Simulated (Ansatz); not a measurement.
Consider the following.

Lu3InN (anti-perovskite)

Space group Pm-3m (No. 221); a = b = c = 4.6182 Å, α = β = γ = 90.00°

| atom | site | symmetry | x | y | z |
|---|---|---|---|---|---|
| Lu | 3c | 4/mm.m | 0.0000 | 0.5000 | 0.5000 |
| In | 1a | m-3m | 0.0000 | 0.0000 | 0.0000 |
| N | 1b | m-3m | 0.5000 | 0.5000 | 0.5000 |

E(V) scan at fixed shape, V₀ the volume above. Symmetry pins the atoms to their sites.

All values below come from PBEsol (plane waves to 420 eV, PAW, scalar-relativistic; Ansatz, an electronic-structure program). k mesh 10×10×10 (Γ-centred), Fermi-Dirac smearing 0.05 eV. The energy includes the smearing's −TS. Compression counts positive. Lu3InN is run without spin polarisation. Lu3InN was relaxed with its symmetry unable to fall. The zero of ΔE is the relaxed starting cell.

The scan covers V/V₀ from 0.840 to 1.160 in 13 points.

### Question
What is the fitted pressure derivative B₀′?

### Answer
4.2.

### Question
What bulk modulus B₀ follows from a third-order Birch-Murnaghan fit?

### Answer
104 GPa.

(A scan under strain: stresses follow from slopes of the energy per volume, elastic moduli from its curvatures.)
